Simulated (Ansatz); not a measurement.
## Is this In2S structure stable?

The structure comes from a generated guess, relaxed at this level; another structure or a mixture of phases may lie lower.

Theory: DFT PBE, scalar-relativistic, plane waves, PAW in Ansatz. Settings of the last relaxation (3-atom cell): 420 eV, 12×12×8 k points, Gaussian smearing of 0.10 eV, no spin polarisation.

```cif
data_structure
_symmetry_space_group_name_H-M 'P-4m2'
_symmetry_Int_Tables_number 115
_cell_length_a 3.9454
_cell_length_b 3.9454
_cell_length_c 5.4425
_cell_angle_alpha 90.000
_cell_angle_beta 90.000
_cell_angle_gamma 90.000
_cell_volume 84.72
loop_
_atom_site_label
_atom_site_type_symbol
_atom_site_symmetry_multiplicity
_atom_site_Wyckoff_symbol
_atom_site_fract_x
_atom_site_fract_y
_atom_site_fract_z
_atom_site_occupancy
In1 In 2 g 0.50000 0.00000 0.66187 1
S1 S 1 a 0.00000 0.00000 0.00000 1
```

Energies over the elements count from the elements' standard structures at the same level, with no fitted energy shifts.

Question: These tests were run: energy against the elements; random kick, then relaxation without symmetry; phonons on a 2×2×1 q mesh; elastic tensor. What do they show?

Answer:

```
                                         test                            result
                  energy against the elements                     −0.28 eV/atom
random kick, then relaxation without symmetry                           returns
                    phonons on a 2×2×1 q mesh  imaginary modes down to 17i cm⁻¹
                               elastic tensor            least eigenvalue 1 GPa
```

It fails none of these tests outright. Whether a mixture of other phases lies lower isn't tested here. Undecided within the accuracy: phonons on a 2×2×1 q mesh and elastic tensor.

The reference form of S is held partly by dispersion forces, which this level lacks. The kick test ran on a coarse mesh. The run for the phonons used a 12×12×8 k mesh and Fermi–Dirac smearing of 0.15 eV. The run for the elastic tensor used a 12×12×8 k mesh and Fermi–Dirac smearing of 0.15 eV.
